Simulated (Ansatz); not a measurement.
VPbO3:
```xyz
5
Lattice="3.8097 0.0000 0.0000 0.0000 3.8097 0.0000 0.0000 0.0000 3.8097" Properties=species:S:1:pos:R:3 pbc="T T T"
Pb     0.0000     0.0000     0.0000
V      1.9048     1.9048     1.9048
O      1.9048     1.9048     0.0000
O      1.9048     0.0000     1.9048
O      0.0000     1.9048     1.9048
```

Relaxed with LDA.

Problem. Map the valence electron density (e/Å³), cut off at 4 on the plane through (0.000, 0.000, 0.000) spanned by u = [1, 0, 0] and v = [0, 1, 1] in lattice vectors, from LDA (plane waves, PAW; program Ansatz).

Solution. x is the fraction of u, y of v (the angle between them is 90°; rows are the nearest grid lines); atoms in the plane: Pb at (0.00, 0.00), V at (0.50, 0.50), O at (0.00, 0.50).
```
|99983100000000138999|
|99973100000000137999|
|99952100000000125999|
|33210000000000001233|
|11100000000000000111|
|00000000000000000000|
|00000000000000000000|
|00000000000000000000|
|10000000011000000001|
|76321014999941012367|
|99731139999993113799|
|99942149999994124999|
|99942149999994124999|
|99731139999993113799|
|76321014999941012367|
|10000000011000000001|
|00000000000000000000|
|00000000000000000000|
|00000000000000000000|
|11100000000000000111|
|33210000000000001233|
|99952100000000125999|
|99973100000000137999|
|99983100000000138999|
```
Scale: ten equal steps from 0.057 (start of '0') to 4.00 (end of '9'), in the order '0123456789'; x runs from 0.000 to 1.00, y from 0.000 (bottom) to 1.00 (top).

The density is the valence pseudo-density with augmentation charge, so density and ELF within about 1 Å of a nucleus are not all-electron values.

Space group Pm-3m (cubic perovskite). The workflow started from an entry of the Crystallography Open Database (COD); the relaxed space group is not among those it files for this formula. COD files the formula under space group No. 99. Whether it is the stable phase at ambient conditions was not checked. Symmetry was held in the LDA relaxation; whether a distortion lowers the energy is not shown. The workflow began spin-polarised and lost its moments. The cell computed holds one magnetic atom, so no antiferromagnetic order was within reach. The volume moved by -18 % from the start of the relaxation. The volume fell by over 15 % from the filed cell, which may lack light atoms or belong to other conditions. No Hubbard U is applied. Scalar-relativistic: spin–orbit coupling is off unless named, which matters more the heavier the elements.

Potentials: the later of the program's two PAW sets.
